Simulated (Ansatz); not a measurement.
## LuB₂Os₂: settings compared (Ansatz)

input.yaml:

```yaml
crystal:
  lattice:
    - [0.0, 3.786713, 0.0]
    - [3.786713, 0.0, 0.0]
    - [1.893356, 1.893356, -4.399801]
  atoms:
    - { symbol: Os, position: [0.75, 0.25, 0.5] }
    - { symbol: Os, position: [0.25, 0.75, 0.5] }
    - { symbol: Lu, position: [0.0, 0.0, 0.0] }
    - { symbol: B, position: [0.375, 0.375, 0.25] }
    - { symbol: B, position: [0.625, 0.625, 0.75] }
  symmetry: { tolerance: 0.0003 }
kpoints:
  mp_grid: { grid: [5, 5, 5], shift: [0, 0, 0] }
magnetization:
  spin_polarized: false
scf:
  occupations: { method: fermi_dirac }
hamiltonian:
  pseudopotentials: { kind: paw }
  xc: r2scan
basis:
  ecutwfc: 500
output:
  forces: true
  stress: true
  eigenvalues: true
```

Run with:

```bash
ansatz run input.yaml --threads 1 --pin off --max-ram 2560MiB --backend cpu --events-out ev --progress --plain --runs-dir out
```

Origin of the cell: a known structure type with other elements, at an estimated volume, so it need not be a known compound.

The smearing width isn't typed, so it takes its default of 0.1 eV.

Output of this run (shortened):

```
SCF iter   1: F=—  HF=-37853.852752 eV  Δρ=1.44e-2  dr2=1.50e-1  dr2_τ=2.57e-1
SCF iter   2: F=—  HF=-37853.927981 eV  Δρ=7.57e-3  dr2=2.98e-2  dr2_τ=7.32e-3  defer=6
SCF iter   3: F=—  HF=-37853.911956 eV  Δρ=4.43e-3  dr2=9.66e-3  dr2_τ=1.08e-3  defer=6
SCF iter   4: F=—  HF=-37853.913165 eV  Δρ=2.11e-3  dr2=2.46e-3  dr2_τ=1.37e-4  defer=6
SCF iter   5: F=—  HF=-37853.913818 eV  Δρ=4.44e-4  dr2=2.52e-4  dr2_τ=3.75e-6  defer=6
SCF iter   6: F=—  HF=-37853.913849 eV  Δρ=1.35e-4  dr2=9.30e-6  dr2_τ=1.68e-6  defer=6
SCF iter   7: F=—  HF=-37853.913848 eV  Δρ=4.89e-5  dr2=2.55e-6  dr2_τ=1.18e-7  defer=6
SCF iter   8: F=—  HF=-37853.913848 eV  Δρ=1.33e-5  dr2=1.14e-7  dr2_τ=3.00e-8  defer=6
SCF iter   9: F=—  HF=-37853.913848 eV  Δρ=7.04e-6  dr2=3.57e-8  dr2_τ=1.75e-9
SCF iter  10: F=-37853.913848 eV  HF=-37853.913848 eV  Δρ=1.93e-6  dr2=3.10e-9  dr2_τ=2.73e-10
SCF 1 converged in 10 iterations: F = -37853.913848 eV  dr2 = 3.10e-9
SCF converged after 10 iterations
Free energy (F): -37853.913848 eV
Harris-Foulkes:  -37853.913848 eV  (|F-HF|=1.24e-9)
Internal energy: -37853.822132 eV  (E = F + TS)
E sigma→0 (E₀):  -37853.867990 eV
Entropy (-TS):   -0.091716 eV (-18.343 meV/atom)
Fermi energy:    19.869090 eV
--- Per-component energies (eV) ---
  E_band       = -103.397456
  E_kinetic    = 1651.270887
  E_local      = -8455.912327  (includes V_loc(G=0)·N_el)
  E_nonlocal   = 590.305240
  E_hartree    = 3571.036556
  E_xc         = -787.096958
  E_vxc        = -1008.862826  (∫ρ·V_xc dr)
  E_paw        = -25623.350967  (= ΣΔE_a)
  E_vpaw       = -79.316586  (= ΣTr[D̂ρ^β])
  E_aug_tail   = -0.000303  (compensation charges beyond the density's cutoff)
  E_vtau       = 57.044687  (kinetic-family band-sum trace: ∫τ·v_τ [+ j·A + Jᵃ·Aᵃ] dr)
  E_ewald      = -8799.944872
  E_core_change = -0.129387  (= ΣΔE_core)
  E_smearing   = -0.091716  (= −TS)
  Σ components = -37853.913848   (vs F -37853.913848, Δ=0.00e0)
--- Forces (eV/Å), atoms counted from 1 ---
  atom   1  Os    -0.000000     0.000000     0.000000
  atom   2  Os     0.000000    -0.000000     0.000000
  atom   3  Lu    -0.000000     0.000000     0.000000
  atom   4  B      0.000000     0.000000     0.440305
  atom   5  B     -0.000000    -0.000000    -0.440305
  max |Σ_I F_I| component: 1.11e-16 eV/Å
--- Stress (GPa, compression-positive) ---
        7.939677       0.000000       0.000000
        0.000000       7.939677       0.000000
        0.000000       0.000000      14.873408
  P = ⅓ Tr σ = 10.2509 GPa (102.509 kbar)
```

The same input was run again with these changes:

1. `basis.ecutwfc` 500 → "58.8 Ry"
2. `scf.convergence.dr2_threshold` default → 1.0e-08; `basis.xc_grid` default → 2
3. `scf.mixing.algorithm` default → msr1; `scf.mixing.beta` default → 0.05; `scf.initial_density.chi_scale` default → 0.0; `scf.eigensolver.kind` default → davidson
4. `hamiltonian.xc` r2scan → rpbe

```csv
run,end,SCF iterations,P (GPa),max force component (eV/Å),moment (μB),ΔE(σ→0) (meV/atom)
base,converged,10,10.25,0.440,–,0
1,converged,9,10.24,0.440,–,-1.87
2,converged,10,10.25,0.440,–,0.01
3,converged,11,10.25,0.440,–,0.00
4,converged,8,17.43,0.698,–,–
```

Energies are compared only where functional, datasets, charge and starting cell are the same.

Caveats of the base run: no moments, though an odd count or open d shells may carry them; no spin-orbit coupling, though heavy elements are present; the k mesh is coarse if the cell is a metal.

Run 4: forces of this functional can be a tenth off on datasets made under PBE.

The base run ran for 12 s on 1 thread of Arm Neoverse V1, with other jobs on the host, peak memory 0.53 GiB, from the program's own first density.
